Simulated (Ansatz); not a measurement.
With plane-wave PAW PBE (Ansatz code), AlNi in the rock salt structure (Fm-3m) relaxes to a = 4.858 Å. Ni has 6 nearest neighbours from 2.43 Å (octahedral); Al has 6 nearest neighbours from 2.43 Å (octahedral). Against the elements it lies at -0.028 eV/atom, with no fitted shifts.

Electronic character: metallic (no gap). The magnetic state found is non-magnetic (starting moments vanished).

An equation-of-state fit gives a bulk modulus of 110 GPa.

The start of the workflow was typed in or built on a structure type; neither database checked (COD, Materials Project) lists it. It is not the phase usual at ambient conditions (space group No. 221). The cell was relaxed with PBE under the symmetry of its start; its stability against distortions is not shown here. The workflow began spin-polarised and lost its moments. The references are the lowest solids computed at this level, not always the standard phases.

Potentials: the later of the program's two PAW sets.
